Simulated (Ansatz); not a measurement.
**Does relaxation matter for the field gradients of GaN with Ge replacing Ga?**

Start: a supercell of GaN (wurtzite type, P6_3mc) built from a structure deposited in the COD (the entry's cell lengths or inner coordinates differ somewhat from later room-temperature determinations), with all atoms left at the host's positions.

```xyz
48
Lattice="6.3600 0.0000 0.0000 -4.7700 8.2619 0.0000 0.0000 0.0000 10.3320" Properties=species:S:1:pos:R:3 pbc="T T T"
Ge    0.0000    1.8360    0.0000
Ga    0.0000    1.8360    5.1660
Ga   -1.5900    4.5899    0.0000
Ga   -1.5900    4.5899    5.1660
Ga   -3.1800    7.3439    0.0000
Ga   -3.1800    7.3439    5.1660
Ga    3.1800    1.8360    0.0000
Ga    3.1800    1.8360    5.1660
Ga    1.5900    4.5899    0.0000
Ga    1.5900    4.5899    5.1660
Ga    0.0000    7.3439    0.0000
Ga    0.0000    7.3439    5.1660
Ga    1.5900    0.9180    2.5830
Ga    1.5900    0.9180    7.7490
Ga    0.0000    3.6719    2.5830
Ga    0.0000    3.6719    7.7490
Ga   -1.5900    6.4259    2.5830
Ga   -1.5900    6.4259    7.7490
Ga    4.7700    0.9180    2.5830
Ga    4.7700    0.9180    7.7490
Ga    3.1800    3.6719    2.5830
Ga    3.1800    3.6719    7.7490
Ga    1.5900    6.4259    2.5830
Ga    1.5900    6.4259    7.7490
N     0.0000    1.8360    1.9373
N     0.0000    1.8360    7.1033
N    -1.5900    4.5899    1.9373
N    -1.5900    4.5899    7.1033
N    -3.1800    7.3439    1.9373
N    -3.1800    7.3439    7.1033
N     3.1800    1.8360    1.9373
N     3.1800    1.8360    7.1033
N     1.5900    4.5899    1.9373
N     1.5900    4.5899    7.1033
N     0.0000    7.3439    1.9373
N     0.0000    7.3439    7.1033
N     1.5900    0.9180    4.5203
N     1.5900    0.9180    9.6863
N     0.0000    3.6719    4.5203
N     0.0000    3.6719    9.6863
N    -1.5900    6.4259    4.5203
N    -1.5900    6.4259    9.6863
N     4.7700    0.9180    4.5203
N     4.7700    0.9180    9.6863
N     3.1800    3.6719    4.5203
N     3.1800    3.6719    9.6863
N     1.5900    6.4259    4.5203
N     1.5900    6.4259    9.6863
```

Atoms are numbered from 1 in the order listed; like atoms form one site, named after its first atom.

Method: Kohn–Sham DFT in Ansatz, PBE, plane waves and PAW, scalar-relativistic, 420 eV cutoff, Γ-centred 4×3×2 k-points, Fermi–Dirac smearing 0.01 eV, cell charge +1.

The largest force at the start is 1.5 eV/Å. Relaxing the ions at fixed cell moves them by 0.061 Å at most (atom 40, N) and 0.022 Å rms.

```tsv
site	atom	moved (Å)	first shell before	first shell after	V_zz before (10²¹ V/m²)	η before
Ge	1	0.005	4 N at 1.94–1.95 Å	4 N at 1.88–1.89 Å	-0.63	0.23
Ga4	4	0.005	4 N at 1.94–1.95 Å	4 N at 1.94–1.96 Å	0.18	0.88
Ga6	6	0.006	4 N at 1.94–1.95 Å	4 N at 1.94–1.96 Å	0.25	0.64
Ga7	7	0.029	4 N at 1.94–1.95 Å	4 N at 1.93–1.98 Å	-2.19	0.39
Ga10	10	0.006	4 N at 1.94–1.95 Å	4 N at 1.94–1.95 Å	0.18	0.83
Ga12	12	0.007	4 N at 1.94–1.95 Å	4 N at 1.94–1.95 Å	0.25	0.64
Ga14	14	0.031	4 N at 1.94–1.95 Å	4 N at 1.93–1.99 Å	1.91	0.17
Ga15	15	0.020	4 N at 1.94–1.95 Å	4 N at 1.94–1.98 Å	2.06	0.27
Ga16	16	0.028	4 N at 1.94–1.95 Å	4 N at 1.93–1.99 Å	1.83	0.21
Ga17	17	0.005	4 N at 1.94–1.95 Å	4 N at 1.94–1.95 Å	-0.74	0.18
Ga20	20	0.031	4 N at 1.94–1.95 Å	4 N at 1.93–1.99 Å	1.90	0.18
N25	25	0.057	1 Ge at 1.94 Å, 3 Ga at 1.95 Å	1 Ge at 1.89 Å, 3 Ga at 1.98 Å	3.28	0.04
N32	32	0.018	4 Ga at 1.94–1.95 Å	4 Ga at 1.93–1.96 Å	-0.29	0.86
N38	38	0.055	3 Ga at 1.94–1.95 Å, 1 Ge at 1.95 Å	1 Ge at 1.89 Å, 3 Ga at 1.98–1.99 Å	3.17	0.11
N40	40	0.061	3 Ga at 1.94–1.95 Å, 1 Ge at 1.95 Å	1 Ge at 1.88 Å, 3 Ga at 1.98–1.99 Å	3.19	0.07
N46	46	0.004	4 Ga at 1.94–1.95 Å	4 Ga at 1.93–1.95 Å	-0.41	0.10
```

Question: What are V_zz and η after the relaxation?

Answer: 

```
site  atom  V_zz after  η after  change of V_zz
  Ge     1       -0.49     0.28           +0.14
 Ga4     4        0.82     0.64               –
 Ga6     6        0.85     0.79               –
 Ga7     7       -3.48     0.21           -1.29
Ga10    10        0.79     0.66               –
Ga12    12        0.83     0.75               –
Ga14    14        4.11     0.08           +2.20
Ga15    15        3.18     0.14           +1.12
Ga16    16        3.96     0.07           +2.13
Ga17    17       -0.29     0.16           +0.45
Ga20    20        4.13     0.09           +2.23
 N25    25        2.59     0.02           -0.69
 N32    32       -0.22     0.25           +0.07
 N38    38        2.53     0.21           -0.64
 N40    40        2.52     0.08           -0.67
 N46    46       -0.26     0.79           +0.15
```

The largest change of V_zz along a kept axis is on Ga20, from 1.90 to 4.13. Small gradients that grow severalfold: Ga22 (0.26 to 1.21), Ga8 (0.24 to 1.11), Ga18 (0.22 to 1.30), Ga24 (0.16 to 1.17). In per cent, |V_zz| changes by -23 on Ge, -61 to +117 on Ga, -21 to -20 on N (all sites that start above 0.5, bar those whose gradient vanishes or changes sign or whose main axis turns by over 40°). Where |V_zz| stays above 0.1 and the axes keep their order, η moves most on N46, from 0.10 to 0.79. On Ga15 V_xx and V_yy change places (or their axes turn by over 50°), so the two values of η hide a larger change. On Ga12, Ga6, Ga10, Ga4, Ga21, N42, N31, N29 and 3 more sites (not all in the table) the largest principal value lies along another axis in the second run, so the two V_zz can't be compared directly. The table leaves out 32 of the 48 sites, with |V_zz| up to 3.19; their tensors move by 1.27 at most along any direction. The statements above cover all sites.

The defect repeats with the cell of 48 atoms, so it feels its images: sites between two images don't show the values beside a lone defect, and zeros or small values of η there can come from the images' arrangement. Ga and N carry a gradient in the pure host already, so the values there aren't the defect's effect alone. A uniform background compensates the cell's charge. The cell keeps the host's lattice, where the PBE pressure is 8 GPa (in a charged cell this depends on the convention for the mean potential).
Before: The neighbours have not yet relaxed around the defect (largest force 1.5 eV/Å), so a real crystal will differ.
